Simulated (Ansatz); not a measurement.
InP (zinc blende, F-43m), LDA in the plane-wave PAW code Ansatz. The conduction-band minimum lies at Γ, with 1 equivalent valley. Second derivatives d²E/dk² of the lowest band at one valley (eV·Å²), along Cartesian directions:

```csv
direction,d²E/dk²
[100],167.4
[010],167.4
[001],167.4
[110],167.2
[101],167.2
[011],167.2
```

Q: Find the principal effective masses, the density-of-states mass and the conductivity mass.

A: Off-diagonal terms follow from H_xy = H[110] − (H_xx + H_yy)/2, and m*/mₑ = 7.620 eV·Å² over each eigenvalue: 0.045, 0.045, 0.046. One valley's DOS mass (m₁m₂m₃)^(1/3) = 0.046, conductivity mass 3/(Σ 1/mᵢ) = 0.046 mₑ.

Q: What effective density of states Nc follows at 300 K for parabolic valleys?

A: Nc = 2.509e19 × 1 × (0.046)^(3/2) ≈ 2.5e17 cm⁻³.

The LDA relaxation kept the symmetry of its start; of distortions, only those at the zone centre were tested. Spin–orbit coupling is left out wherever it is not named.

Potentials: the earlier of the program's two PAW sets.

Edges and masses are those of Kohn–Sham bands, whose gap is no quasiparticle gap.
